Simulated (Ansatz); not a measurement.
AgNb2CO2 in space group P-3m1 (No. 164; O on 2d, Nb on 2d, C on 1a, Ag on 1b) under volume change, the program Ansatz at the PBE+D3(BJ) level (PAW), shape and atoms relaxed at each volume.

```
V (Å³/atom)  E − E(relaxed) (meV/atom)  P (GPa)
-----------  -------------------------  -------
12.084                            18.6     5.72
12.483                             7.8     3.38
12.881                             1.6     1.46
13.280                             0.0    -0.01
13.678                             1.3    -1.09
14.076                             5.2    -1.96
14.475                            10.8    -2.42
```

What does a third-order Birch–Murnaghan fit give for V₀, B₀ and B′?

V₀ = 13.28 Å³/atom, B₀ = 41.7 GPa, B′ = 8.3.

The cell is a constructed one: a structure type filled with these elements; neither database checked (COD, Materials Project) lists it. Its standing as an ambient phase is unchecked. The PBE+D3(BJ) relaxation kept the symmetry of its start. At this level the phase is mechanically unstable. The run is not spin-polarised.

Potentials: the later of the program's two PAW sets.
